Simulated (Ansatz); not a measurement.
InGa₃P₄ as one 8-atom ordering (R3m) on the zincblende lattice, relaxed with r2SCAN. The symmetry is R3m (No. 160, trigonal); conventional cell a = 3.933 Å, c = 38.688 Å, 21.59 Å³ an atom. Ga has 4 P at 2.35–2.39 Å; Ga has 4 P at 2.36–2.39 Å; In has 4 P at 2.48–2.55 Å; P has 4 Ga at 2.36–2.39 Å; P has 3 Ga at 2.39 Å and 1 In at 2.55 Å; P has 1 Ga at 2.35 Å and 3 In at 2.48 Å.

```yaml
crystal:
  lattice:
    - [1.96636, 1.13528, 12.89592]
    - [-1.96636, 1.13528, 12.89592]
    - [0.00000, -2.27056, 12.89592]
  atoms:
    - { symbol: Ga, position: [0.99735, 0.99735, 0.99735] }
    - { symbol: Ga, position: [0.25007, 0.25007, 0.25007] }
    - { symbol: Ga, position: [0.50271, 0.50271, 0.50271] }
    - { symbol: In, position: [0.75052, 0.75052, 0.75052] }
    - { symbol: P, position: [0.31113, 0.31113, 0.31113] }
    - { symbol: P, position: [0.56377, 0.56377, 0.56377] }
    - { symbol: P, position: [0.81639, 0.81639, 0.81639] }
    - { symbol: P, position: [0.05805, 0.05805, 0.05805] }
```

4 runs of the plane-wave code Ansatz on this cell differ in the functional (and in the settings that go with it). Levels are in eV from each run's valence top; v1 is the last filled band, c1 the first empty one.

Run A, mean stress 0.0 GPa (compression positive):
```tsv
point	v2	v1	c1	c2
Γ	0.00	0.00	1.45	1.63
T	-0.07	-0.07	1.51	1.83
H₂	-2.25	-2.20	2.71	2.75
L	-1.74	-1.33	1.78	2.08
```

Run B, mean stress +0.3 GPa (compression positive):
```tsv
point	v2	v1	c1	c2
Γ	0.00	0.00	2.58	2.77
T	-0.08	-0.08	2.69	3.00
H₂	-2.36	-2.30	3.86	3.90
L	-1.81	-1.42	2.92	3.22
```

Run C, mean stress +2.2 GPa (compression positive):
```tsv
point	v2	v1	c1	c2
Γ	0.00	0.00	1.04	1.23
T	-0.07	-0.07	1.17	1.47
H₂	-2.17	-2.12	2.42	2.46
L	-1.66	-1.28	1.54	1.82
```

Run D, mean stress +0.5 GPa (compression positive):
```tsv
point	v2	v1	c1	c2
Γ	0.00	0.00	1.92	2.10
T	-0.07	-0.07	2.00	2.32
H₂	-2.33	-2.27	3.17	3.22
L	-1.79	-1.39	2.23	2.53
```

**Question.** Match the runs to PBE, r2SCAN, HSE06, PBE0.

**Answer.** A is r2SCAN, B is PBE0, C is PBE, D is HSE06. In order of the gap: PBE 1.04, r2SCAN 1.45, HSE06 1.92, PBE0 2.58 eV.

The calculation is spin-unpolarised, and the structure need not be a phase that has been made.

Spin-orbit coupling is left out, which matters wherever the heavy atoms make up the band edges.

The stress of a hybrid is loosely converged in these runs.
